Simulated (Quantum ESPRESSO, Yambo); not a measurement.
RbBr (CsCl type, space group Pm-3m, No. 221) under isotropic strain of -3 % on all lattice vectors. The PBEsol cell relaxed from Materials Project entry mp-23303 was given an isotropic strain of -3 % on all lattice vectors, and the atoms were relaxed again. Chain: norm-conserving PBEsol (Quantum ESPRESSO, 46 Ry, no spin-orbit coupling); G0W0 in Yambo (4×4×4 Γ-centred k mesh, 155 bands and a 10 Ry block in the screening, 155 bands in G with the Bruneval-Gonze terminator, plasmon pole fitted at 27.2 eV); BSE (8×8×8 mesh, 3 valence and 6 conduction bands, static screening with 34 bands and a 4 Ry block, scissor 2.46 eV, Tamm-Dancoff).

| Property | Value |
|---|---|
| PBEsol gap (dense path) | 4.38 eV |
| PBEsol gap M → Γ on the GW mesh | 4.38 eV |
| PBEsol smallest direct gap on the GW mesh, at Γ | 4.54 eV |
| G0W0 direct gap at that point | 7.00 eV |
| G0W0 correction to the gap M → Γ | 2.44 eV |
| lowest exciton | no binding energy given (see below) |
| RPA electronic dielectric constant along x | 2.95 (10×10×10 mesh, PBEsol bands) |

Rough cost of the Yambo steps against G0W0 for 6 states: BSE about 2×, one RPA spectrum about 1/9.

Convergence of the G0W0 settings was not tested. The BSE states are vertical excitations (zero momentum); the indirect quasiparticle gap, about 6.82 eV, is smaller than the direct one (7.00 eV on the GW mesh). Convergence of the RPA response with its 10×10×10 mesh was not tested. The lowest state covers only about 2 of the 512 k points, so the mesh doesn't resolve it: its energy and its distance from the direct gap are mesh artefacts. An extended exciton needs a far denser mesh.

Spin-orbit splittings are left out.

This is not the ordinary phase of the substance; no match was found in the copy of COD used, and its stability was not checked.
